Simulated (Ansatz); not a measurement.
One stationary structure of SnO₂. Space group Pa-3 (No. 205). Computed with r2SCAN (plane waves to 500 eV, PAW, scalar-relativistic; Ansatz, a first-principles code).

```xyz
12
Lattice="5.0995 0.0000 0.0000 0.0000 5.0995 0.0000 0.0000 0.0000 5.0995" Properties=species:S:1:pos:R:3 pbc="T T T"
Sn     0.0000     0.0000     0.0000
Sn     2.5498     2.5498     0.0000
Sn     0.0000     2.5498     2.5498
Sn     2.5498     0.0000     2.5498
O      1.7324     1.7324     1.7324
O      4.2821     0.8174     3.3672
O      3.3672     4.2821     0.8174
O      0.8174     3.3672     4.2821
O      3.3672     3.3672     3.3672
O      0.8174     4.2821     1.7324
O      1.7324     0.8174     4.2821
O      4.2821     1.7324     0.8174
```

Give the band gap at the level r2SCAN.

1.63 eV, indirect (valence top at k = (0, 0.2, 0.4), conduction bottom at Γ) (no spin-orbit coupling).

Estimate the smallest direct gap that r2SCAN returns for this input.

1.70 eV at Γ.

No spin polarisation in the result.

The run could not lose the symmetry of its start.

The first start was generated by placing the elements on the sites of a structure type. Materials Project lists a structure of SnO2 in the same space group, Pa-3 (No. 205); the sites were not compared with it, nor with measured phases. Known forms of SnO2 include space group No. 136.
